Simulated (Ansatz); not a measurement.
# All-electron card of GaIr

```
CELL_PARAMETERS angstrom
3.00400 0.00000 0.00000
0.00000 3.00400 0.00000
0.00000 0.00000 3.00400
ATOMIC_POSITIONS crystal
Ga 0.00000 0.00000 0.00000
Ir 0.50000 0.50000 0.50000
```

Atoms are numbered in the order listed.

The cell is COD entry 1523837, as deposited and not checked against the literature; nothing was relaxed.

No spin–orbit coupling, which matters for the heavy atoms here.

All numbers are computed: DFT, PBEsol, all-electron LAPW, scalar-relativistic (Ansatz 0.2.0); DFT, PBEsol, PAW with Ansatz's default frozen-core files, scalar-relativistic (Ansatz 0.2.0).

For LAPW: a Γ-centred 12×12×12 k mesh, Fermi–Dirac smearing of 0.05 eV, basis error target 0.25 meV/atom, no spin polarisation. PAW takes a cutoff of 420 eV at this cell (files made with PBE, cores remade for this functional). The Ansatz runs share mesh, smearing and spin set-up. Values come from LAPW unless marked.

```
Löwdin charges (with 0.11 e of the cell spilling out of the atomic basis, so their sizes and signs hang on that basis) : Ga1 -0.29, Ir2 0.40 e
Band gap                                                                                                               : none: bands cross the Fermi level, a metal
Density of states at the Fermi level (0.2 eV bin)                                                                      : 0.43 states/eV per cell
Volume per atom                                                                                                        : 13.55 Å³
```

Problem. Give the computed value. Bader charges (from the PAW run).

Solution. Ga1 +0.81, Ir2 -0.81 e.

Problem. Pressure at this cell: what does the calculation give?

Solution. 4.04 GPa.
